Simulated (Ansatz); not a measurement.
Theory: DFT PBE, scalar-relativistic, plane waves, PAW (Ansatz 0.2.0). All cells share a 420 eV cutoff and Γ-centred k meshes spaced at most about 0.3 Å⁻¹ (about 0.25 or finer for metals, 2π included). No spin polarisation in the final relaxations.

All energies are static (0 K, no zero-point motion).

Two forms of Sc2GaP3 were relaxed alike.

A.

Space group P4/mmm (No. 123). a = 4.543 Å, b = 4.543 Å, c = 6.156 Å, α = 90.00°, β = 90.00°, γ = 90.00°
```json
{"atom": "Sc", "site": "2h", "symmetry": "4mm", "x": "0.5000", "y": "0.5000", "z": "0.2602"}
{"atom": "Ga", "site": "1a", "symmetry": "4/mmm", "x": "0.0000", "y": "0.0000", "z": "0.0000"}
{"atom": "P", "site": "2e", "symmetry": "mmm.", "x": "0.5000", "y": "0.0000", "z": "0.5000"}
{"atom": "P", "site": "1b", "symmetry": "4/mmm", "x": "0.0000", "y": "0.0000", "z": "0.5000"}
```

B.

Space group P-6m2 (No. 187). a = 4.141 Å, b = 4.141 Å, c = 7.091 Å, α = 90.00°, β = 90.00°, γ = 120.00°
| atom | site | symmetry | x | y | z |
| --- | --- | --- | --- | --- | --- |
| Sc | 2h | 3m. | 0.3333 | 0.6667 | 0.2761 |
| Ga | 1e | -6m2 | 0.6667 | 0.3333 | 0.0000 |
| P | 1f | -6m2 | 0.6667 | 0.3333 | 0.5000 |
| P | 1a | -6m2 | 0.0000 | 0.0000 | 0.0000 |
| P | 1b | -6m2 | 0.0000 | 0.0000 | 0.5000 |

**Question.** Which form is favoured at zero pressure, and by what margin per atom?

**Answer.** B is lower, by 0.32 eV/atom. A has space group P4/mmm (No. 123), 21.2 Å³/atom and no gap on its mesh; B has space group P-6m2 (No. 187), 17.5 Å³/atom and no gap. Counting P atoms around Ga and Sc (those within 1.25 times the shortest such distance or 1.15 times the sum of covalent radii; a plus sign parts nearer from farther groups; the shortest distance is added where it is long for a bond), A has Sc 4, Ga 2+8 from 3.1 Å and B has Sc 9, Ga 3. A and B both hold P–P nets. The denser one is the lower, and pressure would at first widen the difference. In A, Sc is surrounded by 4 P at 2.71 Å, 1 Sc at 2.95 Å and 1 Sc at 3.20 Å; Ga has 2 P at 3.08 Å, 8 Sc at 3.59 Å and 8 P at 3.83 Å; P on a site of symmetry mmm is surrounded by 2 P at 2.27 Å and 4 Sc at 2.71 Å; 1 more site not described. In B, Sc is surrounded by 6 P at 2.87 Å, 3 Ga at 3.09 Å, 3 P at 3.09 Å and 1 Sc at 3.18 Å; around Ga lie 3 P at 2.39 Å and 6 Sc at 3.09 Å; around P on its first site lie 3 P at 2.39 Å and 6 Sc at 2.87 Å; 2 more sites not described. Both come from invented guesses. A third cell relaxed alike, in P-4m2, lies 292 meV/atom below the lower of the two.

Cells relaxed within their symmetry can be saddle points.
